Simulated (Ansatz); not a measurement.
MgO, in the lowest of the structures calculated here: Fm-3m (No. 225), cF8, rock salt type; a = 4.2140 Å, b = 4.2140 Å, c = 4.2140 Å, α = 90.00°, β = 90.00°, γ = 90.00°; Mg 4a (0.000, 0.000, 0.000); O 4b (0.500, 0.500, 0.500). Computed with PBEsol (plane waves to 420 eV, PAW, scalar-relativistic; Ansatz, an electronic-structure program). Element references, the lowest calculated here: Mg (P6₃/mmc), O (C2/m, ferromagnetic, forced by one molecule a cell; α-O2 is antiferromagnetic); gases are represented by their molecular solids.

Task: Estimate the formation energy of this Fm-3m form of MgO from the elements that PBEsol returns for this input.

Result: -2.76 eV/atom.

Static energies, no anion corrections, no zero-point energy. Values are rounded to 0.01 eV/atom. The compounds carry no spin polarisation.
